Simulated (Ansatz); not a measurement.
Profile along the Yb–Yb line in Yb (fcc, Cu type)

Yb (fcc, Cu type)

```
CELL_PARAMETERS angstrom
      0.00000     2.60076     2.60076
      2.60076     0.00000     2.60076
      2.60076     2.60076     0.00000
ATOMIC_POSITIONS crystal
  Yb 0.00000 0.00000 0.00000
```

Fields along a shortest Yb–Yb line of a {100} plane (3.68 Å), from Yb to Yb, interpolated on the slice's grid (step about 0.1 Å). These are r2SCAN (plane waves to 500 eV, PAW, scalar-relativistic; Ansatz, a first-principles code) values and carry that method's errors. k mesh 15×15×15. Near the nuclei the fields are pseudised (PAW); where an atom keeps semicore shells as valence, they peak there. The relaxed volume of Yb is well below the measured one. Yb is run without spin polarisation. Yb was relaxed with its symmetry unable to fall. The f-shell state is unchecked: a lower one may exist.

```json
[
 {"distance from Yb (Å)": "0.00", "valence electron density (e/Å³)": "41.16", "electron localisation function": "x"},
 {"distance from Yb (Å)": "0.18", "valence electron density (e/Å³)": "34.42", "electron localisation function": "x"},
 {"distance from Yb (Å)": "0.37", "valence electron density (e/Å³)": "20.23", "electron localisation function": "x"},
 {"distance from Yb (Å)": "0.55", "valence electron density (e/Å³)": "8.57", "electron localisation function": "0.80"},
 {"distance from Yb (Å)": "0.74", "valence electron density (e/Å³)": "2.87", "electron localisation function": "0.71"},
 {"distance from Yb (Å)": "0.92", "valence electron density (e/Å³)": "0.92", "electron localisation function": "0.49"},
 {"distance from Yb (Å)": "1.10", "valence electron density (e/Å³)": "0.34", "electron localisation function": "0.21"},
 {"distance from Yb (Å)": "1.29", "valence electron density (e/Å³)": "0.15", "electron localisation function": "0.08"},
 {"distance from Yb (Å)": "1.47", "valence electron density (e/Å³)": "0.10", "electron localisation function": "0.08"},
 {"distance from Yb (Å)": "1.66", "valence electron density (e/Å³)": "0.08", "electron localisation function": "0.14"},
 {"distance from Yb (Å)": "1.84", "valence electron density (e/Å³)": "0.08", "electron localisation function": "0.20"},
 {"distance from Yb (Å)": "2.02", "valence electron density (e/Å³)": "0.08", "electron localisation function": "0.14"},
 {"distance from Yb (Å)": "2.21", "valence electron density (e/Å³)": "0.10", "electron localisation function": "0.08"},
 {"distance from Yb (Å)": "2.39", "valence electron density (e/Å³)": "0.15", "electron localisation function": "0.08"},
 {"distance from Yb (Å)": "2.58", "valence electron density (e/Å³)": "0.34", "electron localisation function": "0.21"},
 {"distance from Yb (Å)": "2.76", "valence electron density (e/Å³)": "0.92", "electron localisation function": "0.49"},
 {"distance from Yb (Å)": "2.94", "valence electron density (e/Å³)": "2.87", "electron localisation function": "0.71"},
 {"distance from Yb (Å)": "3.13", "valence electron density (e/Å³)": "8.57", "electron localisation function": "0.80"},
 {"distance from Yb (Å)": "3.31", "valence electron density (e/Å³)": "20.23", "electron localisation function": "x"},
 {"distance from Yb (Å)": "3.50", "valence electron density (e/Å³)": "34.42", "electron localisation function": "x"},
 {"distance from Yb (Å)": "3.68", "valence electron density (e/Å³)": "41.16", "electron localisation function": "x"}
]
```

x: too close to a nucleus for the ELF to mean much.

Density on the Yb–Yb line (3.68 Å) at its midpoint: 0.08 e/Å³. ELF at that point: 0.20.
